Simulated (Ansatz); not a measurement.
Input and command of a plane-wave DFT calculation in Ansatz:

```yaml
crystal:
  lattice:
    - [0.0, 1.81325125, 2.0431]
    - [1.81325125, 0.0, 2.0431]
    - [1.81325125, 1.81325125, 0.0]
  atoms:
    - { symbol: Ag, position: [0.0, 0.0, 0.0] }
basis:
  ecutwfc: 420
kpoints:
  mp_grid: { grid: [20, 20, 20] }
hamiltonian:
  xc: pbesol
scf:
  occupations: { method: gaussian, width: 0.15 }
output:
  forces: true
  stress: true
  eigenvalues: true
```

```bash
ansatz run input.yaml --threads 1 --pin off --max-ram 2560MiB --backend cpu --events-out ev --progress --plain --runs-dir out
```

Processor: Arm Neoverse V1, 1 thread, on a host shared with other jobs.

Question: Estimate time, memory and problem size.

Answer: About 7.4 s on 1 thread of Arm Neoverse V1, with other jobs on the host, peak memory 0.38 GiB. It solves 14 bands at 641 k points (the mesh reduced by symmetry) with about 275 plane waves, in 6 SCF iterations.
